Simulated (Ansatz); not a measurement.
H4IN:
```
CELL_PARAMETERS angstrom
     -2.62225     3.60829     2.49585
      2.62225    -3.60829     2.49585
      2.62225     3.60829    -2.49585
ATOMIC_POSITIONS crystal
  H  0.87045 0.03025 0.15980
  H  0.87045 0.71065 0.84020
  H  0.22374 0.10670 0.11704
  H  0.98966 0.10670 0.88296
  I  0.50525 0.00525 0.50000
  N  0.99145 0.99145 0.00000
```

r²SCAN+D4 in the plane-wave PAW code Ansatz gives a gap of 4.36 eV without spin–orbit coupling, maximum at Γ, minimum at Γ.

Q: What happens when spin–orbit coupling is switched on?

A: The gap shrinks by 0.30 eV, to 4.06 eV; maximum on the Γ–X line, 2 % of the way from Γ, minimum at Γ.

Space group Imm2. The first step of the workflow began from a Materials Project structure, measured or hypothetical; the Crystallography Open Database copy checked does not list it. Its standing as an ambient phase is unchecked. Symmetry was held in the r²SCAN+D4 relaxation. At this level the phase is dynamically unstable (imaginary phonons).

Potentials: the later of the program's two PAW sets.
